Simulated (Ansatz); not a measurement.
BaSi:
```
BaSi
1.0
    2.46965    -5.96998     0.00000
    2.46965     5.96998     0.00000
    0.00000     0.00000     4.07473
Ba Si
2 2
Direct
  0.85859   0.14141   0.75000
  0.14141   0.85859   0.25000
  0.55789   0.44211   0.75000
  0.44211   0.55789   0.25000
```

Relaxed with PBEsol. Special points in fractions of this cell's reciprocal vectors: Γ (0.000, 0.000, 0.000); Y (-0.500, 0.500, 0.000); C0 (-0.293, 0.707, 0.000); Σ0 (0.293, 0.293, 0.000); Z (0.000, 0.000, 0.500); A0 (0.293, 0.293, 0.500); E0 (-0.293, 0.707, 0.500); T (-0.500, 0.500, 0.500); S (0.000, 0.500, 0.000); R (0.000, 0.500, 0.500).

List the band energies nearest the Fermi level at these points for the program Ansatz at the PBEsol with spin–orbit coupling level (PAW).

In eV from the Fermi level; about four levels below and three above (degenerate sets whole), none deeper than 8.9 eV; points with the same levels are listed once.

| k | below | above |
|---|---|---|
| Γ | -1.51 -1.51 -0.73 -0.73 | 1.30 1.30 1.51 1.51 |
| Y | -0.35 -0.35 -0.22 -0.22 | 1.83 1.83 1.88 1.88 |
| C0 | -1.05 -1.05 -0.88 -0.88 | 0.82 0.82 0.89 0.89 |
| Z | -1.63 -1.63 -1.63 -1.63 | 0.27 0.27 0.27 0.27 |
| A0 | -0.93 -0.93 -0.90 -0.90 | 1.01 1.01 1.01 1.01 |
| T | -1.23 -1.23 -1.23 -1.23 | 0.78 0.78 0.78 0.78 |
| S | -1.26 -1.26 -0.76 -0.76 | 0.90 0.90 1.21 1.21 |
| R | -1.03 -1.03 -1.03 -1.03 | 0.94 0.94 0.94 0.94 |

Space group Cmcm. The workflow started from an entry of the Crystallography Open Database (COD). Whether it is the stable phase at ambient conditions was not checked. The cell was relaxed with PBEsol under the symmetry of its start; its stability against distortions is not shown here.

Potentials: the later of the program's two PAW sets.
